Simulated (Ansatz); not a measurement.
Relaxation of a generated cell, TiB2 built in the C54 structure type; 6 atoms in the cell, which starts as Fddd, origin choice 1 (No. 70), oF24; a = 4.1514 Å, b = 7.1499 Å, c = 7.3950 Å, α = β = γ = 90.00°. Calculation: PBEsol (plane waves to 420 eV, PAW, scalar-relativistic; Ansatz, a quantum-chemistry and plane-wave program). Γ-centred k-mesh 7×7×7 on the run's cell (coarser than for final values), Fermi–Dirac smearing 0.05 eV. This is the first round of the run. 

The optimiser's lines from the output (shortened; P is positive under compression):

```
relax step   1: F+E_penalty+E_count = -5555.46766131 eV  Δ(F+E_penalty+E_count) = +0.000e0 eV  max|allowed force component| = 5.608e-1 eV/Å  Δτ_max = 0.0000 Å  P = +11.673 GPa  Ω = 54.875 Å³  (7 SCF iters, dr2 threshold 1.00e-7 eV, accepted)
relax step   2: F+E_penalty+E_count = -5555.70732070 eV  Δ(F+E_penalty+E_count) = -2.397e-1 eV  max|allowed force component| = 6.079e-1 eV/Å  Δτ_max = 0.0263 Å  P = +1.745 GPa  Ω = 56.853 Å³  (6 SCF iters, dr2 threshold 6.00e-7 eV, accepted)
relax step   3: F+E_penalty+E_count = -5556.66021532 eV  Δ(F+E_penalty+E_count) = -9.529e-1 eV  max|allowed force component| = 1.569e0 eV/Å  Δτ_max = 0.1198 Å  P = -8.449 GPa  Ω = 58.558 Å³  (6 SCF iters, dr2 threshold 6.00e-7 eV, accepted)
relax step   4: F+E_penalty+E_count = -5557.81843529 eV  Δ(F+E_penalty+E_count) = -1.158e0 eV  max|allowed force component| = 3.527e-1 eV/Å  Δτ_max = 0.1219 Å  P = -5.586 GPa  Ω = 58.042 Å³  (6 SCF iters, dr2 threshold 6.00e-7 eV, accepted)
relax step   5: F+E_penalty+E_count = -5557.91702375 eV  Δ(F+E_penalty+E_count) = -9.859e-2 eV  max|allowed force component| = 2.337e0 eV/Å  Δτ_max = 0.0191 Å  P = +4.402 GPa  Ω = 56.117 Å³  (6 SCF iters, dr2 threshold 6.00e-7 eV, accepted)
relax step   6: F+E_penalty+E_count = -5558.13063981 eV  Δ(F+E_penalty+E_count) = -2.136e-1 eV  max|allowed force component| = 2.325e-2 eV/Å  Δτ_max = 0.0617 Å  P = +3.745 GPa  Ω = 55.227 Å³  (6 SCF iters, dr2 threshold 6.00e-7 eV, accepted)
relax step   7: F+E_penalty+E_count = -5558.14293282 eV  Δ(F+E_penalty+E_count) = -1.229e-2 eV  max|allowed force component| = 2.817e-2 eV/Å  Δτ_max = 0.0028 Å  P = +0.193 GPa  Ω = 56.166 Å³  (6 SCF iters, dr2 threshold 6.00e-7 eV, accepted)
relax step   8: F+E_penalty+E_count = -5558.14458750 eV  Δ(F+E_penalty+E_count) = -1.655e-3 eV  max|allowed force component| = 1.034e-2 eV/Å  Δτ_max = 0.0016 Å  P = +0.193 GPa  Ω = 56.213 Å³  (6 SCF iters, dr2 threshold 6.00e-7 eV, accepted)
relax step   9: F+E_penalty+E_count = -5558.14466617 eV  Δ(F+E_penalty+E_count) = -7.867e-5 eV  max|allowed force component| = 4.046e-3 eV/Å  Δτ_max = 0.0003 Å  P = -0.004 GPa  Ω = 56.269 Å³  (6 SCF iters, dr2 threshold 6.00e-7 eV, accepted)
relax step  10: F+E_penalty+E_count = -5558.14467546 eV  Δ(F+E_penalty+E_count) = -9.284e-6 eV  max|allowed force component| = 1.155e-4 eV/Å  Δτ_max = 0.0001 Å  P = +0.001 GPa  Ω = 56.265 Å³  (6 SCF iters, dr2 threshold 2.48e-8 eV, accepted)
relax step  11: F+E_penalty+E_count = -5558.15413325 eV  Δ(F+E_penalty+E_count) = -9.458e-3 eV  max|allowed force component| = 1.690e-3 eV/Å  Δτ_max = 0.0000 Å  P = +0.206 GPa  Ω = 56.265 Å³  stress off target by 3.62e-1 GPa  SCF on the basis re-selected at this cell (its energy is not comparable with the rows above)  (6 SCF iters)
relax step  12: F+E_penalty+E_count = -5558.15416696 eV  Δ(F+E_penalty+E_count) = -3.371e-5 eV  max|allowed force component| = 1.552e-4 eV/Å  Δτ_max = 0.0000 Å  P = +0.003 GPa  Ω = 56.331 Å³  (6 SCF iters, dr2 threshold 3.28e-7 eV, accepted)
relax step  13: F+E_penalty+E_count = -5558.15420879 eV  Δ(F+E_penalty+E_count) = -4.183e-5 eV  max|allowed force component| = 1.488e-4 eV/Å  Δτ_max = 0.0000 Å  P = +0.002 GPa  Ω = 56.331 Å³  stress off target by 7.80e-3 GPa  SCF on the basis re-selected at this cell (its energy is not comparable with the rows above)  (7 SCF iters)
```

From the first to the last row the energy changes by -0.45 eV/atom and the volume by +2.7 %. The last row is marked as not comparable with the walk above it, whose basis was carried along; it does compare with step 1, since both stand on a basis selected at the nominal cutoff for their own cell.

Later rounds, restarted from the end of this one on a renewed k-mesh, logged 4 more steps and released under 0.01 eV/atom more. The final structure after all rounds: Fddd, origin choice 1 (No. 70), oF24; a = 4.5709 Å, b = 6.1736 Å, c = 7.9822 Å, α = β = γ = 90.00°. Between re-selections the logged energies stand on a plane-wave basis carried along with the cell. No spin polarisation in the result.

The run could not lower the symmetry of its start; a shaken copy of this end point relaxes with PBEsol to C2/m (No. 12), 0.77 eV/atom lower.

The relaxed structure here is a generated cell of TiB2: the first start was made by placing the elements on the sites of a structure type, and the end was not matched to a known phase here, so it may be hypothetical. Known forms of TiB2 include space group No. 191.
